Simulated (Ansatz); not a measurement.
# Ta3Ru2: work and stress of cleavage

Method: DFT PBEsol, scalar-relativistic, plane waves, PAW in Ansatz 0.2.0. The runs took a 420 eV cutoff, a Γ-centred 12×12×3 mesh and Gaussian smearing (0.15 eV). Spin–orbit coupling is left out, which can shift energies with elements as heavy as these. No spin polarisation. Energies are free energies at this smearing, counted from the undisturbed cell; pressure is positive in compression.

Zero of the scan (relaxed at this level; it needn't be the usual structure):

```
CELL_PARAMETERS angstrom
-3.18895 0.00000 0.00000
0.00000 -3.18895 0.00000
0.00000 0.00000 15.63590
ATOMIC_POSITIONS crystal
Ta 0.00000 0.00000 0.84281
Ta 0.00000 0.00000 0.05239
Ta 0.00000 0.00000 0.25235
Ta 0.00000 0.00000 0.44760
Ta 0.00000 0.00000 0.64285
Ta 0.50000 0.50000 0.94760
Ru 0.50000 0.50000 0.15637
Ru 0.50000 0.50000 0.35019
Ru 0.50000 0.50000 0.54501
Ru 0.50000 0.50000 0.73883
```

The cut lies on the cell's a–b face, a (0 0 1) plane (indices in the standard cell, whose axes needn't be the Cartesian ones shown) of area 10.17 Å², between layers 1.64 Å apart. Vector c is lengthened by d along the normal with the atoms' Cartesian places fixed: one unrelaxed cut a cell. The traction is positive where the two halves pull on each other.

```
d (Å) energy (J/m²) traction (GPa)
-0.30           0.84           -62.4
-0.15           0.19           -26.5
 0.00           0.00             0.0
 0.25           0.37            25.7
 0.50           1.16            36.3
 0.75           2.11            38.2
 1.00           3.03            34.7
 1.50           4.61            27.9
 2.00           5.78            19.0
 3.00           7.05             7.6
 4.50           7.60             1.2
 6.00           7.66             0.1
```

What are the work of separation and the cleavage stress, and do they fit the universal binding curve?

The energy levels off near W ≈ 7.66 J/m² (the traction is down to 0.1 GPa), the energy of the two unrelaxed faces, 3.83 J/m² each on average. The largest sampled traction is 38.2 GPa at d = 0.75 Å, and a parabola through it and its two neighbours peaks at σ_max ≈ 38.3 GPa, d ≈ 0.71 Å. The curve E = W[1 − (1 + d/ℓ)exp(−d/ℓ)] peaks in traction at d = ℓ with σ_max = W/(eℓ); with 1 J/m² per Å = 10 GPa this W and σ_max give ℓ = 0.74 Å. A parabola through that curve at the same three d peaks at 0.76 Å, against 0.71 Å here, a fair fit. Real crystals break at far lower stress, because cracks concentrate it, and on the plane of lowest W, which needn't be this one.

The cut is rigid; relaxing the faces lowers these energies and usually the stresses.

In a metal these slopes depend on the k mesh and the smearing.

Cost: 12 runs of about 6.3 core-minutes in all, on Intel Xeon 6975P-C (Granite Rapids) (shared hosts).